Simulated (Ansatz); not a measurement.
MgCdS₂:
```xyz
4
Lattice="3.7819 0.0000 0.0000 0.0000 3.7819 0.0000 0.0000 0.0000 5.3537" Properties=species:S:1:pos:R:3 pbc="T T T"
Mg     1.8910     1.8910     2.6768
Cd     0.0000     0.0000     0.0000
S      0.0000     0.0000     2.6768
S      1.8910     1.8910     0.0000
```

The program Ansatz at the r²SCAN level (PAW) gives a gap of 0.73 eV without spin–orbit coupling, maximum at R, minimum at M.

What happens when spin–orbit coupling is switched on?

The gap stays essentially unchanged, to 0.73 eV; maximum at R, minimum at M.

Give the electron effective mass with spin–orbit coupling.

0.19, 0.26, 0.26 mₑ (principal values).

Give the hole effective mass with spin–orbit coupling.

0.20, 0.67, 0.93 mₑ (principal values).

Give the Z2 indices of the occupied bands with spin–orbit coupling.

0;(000).

Space group P4/mmm. The workflow started from a Materials Project entry (that database holds measured and hypothetical structures alike); the Crystallography Open Database copy checked does not list it. With Mg and Cd taken as one species the cell has the higher symmetry Fm-3m, so it may be an ordered model of a mixed-site phase. Its standing as an ambient phase is unchecked. The cell was relaxed with r²SCAN under the symmetry of its start; of distortions, only those at the zone centre were tested.

Potentials: the later of the program's two PAW sets.
